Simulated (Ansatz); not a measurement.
Property card for SiB

SiB:
```cif
data_B2Si2
_chemical_formula_sum 'Si2 B2'
_space_group_name_H-M_alt 'P63mc'
_space_group_IT_number 186
_space_group_name_Hall 'P 6c -2c'
_cell_length_a 3.17526
_cell_length_b 3.17526
_cell_length_c 5.85966
_cell_angle_alpha 90.000
_cell_angle_beta 90.000
_cell_angle_gamma 120.000
loop_
_atom_site_label
_atom_site_type_symbol
_atom_site_symmetry_multiplicity
_atom_site_Wyckoff_symbol
_atom_site_fract_x
_atom_site_fract_y
_atom_site_fract_z
_atom_site_occupancy
Si1 Si 2 b 0.33333 0.66667 0.35693 1
B1 B 2 b 0.33333 0.66667 0.01806 1
```

Space group P6_3mc (No. 186), wurtzite; conventional cell a = b = 3.175 Å, c = 5.860 Å, α = β = 90.00°, γ = 120.00°.

Method: plane-wave PAW PBE (Ansatz code). Structure relaxed to zero pressure with the same functional. Other levels are named where they apply.

**Cell and energy**

- Volume per atom: 12.79 Å³
- Density: 2.52 g/cm³
- Formation energy from the elements (no fitted shifts): 0.39 eV/atom

**Electronic structure**

Electronic character: metallic (no gap)
Density of states at the Fermi level: 0.38 states/eV per atom (mean over ±0.08 eV)

**Mechanics**

- Bulk modulus (Birch–Murnaghan fit) = 119 GPa
- Pressure derivative B′ = 3.7

The first step of the workflow began from a Materials Project structure, measured or hypothetical; the Crystallography Open Database copy checked does not list it. Whether it is the stable phase at ambient conditions was not checked. The PBE relaxation kept the symmetry of its start; its stability against distortions is not shown here. Its formation energy is positive at this level, so the cell may be metastable or incomplete. The references are the lowest solids computed at this level, not always the standard phases.

Potentials: the later of the program's two PAW sets.
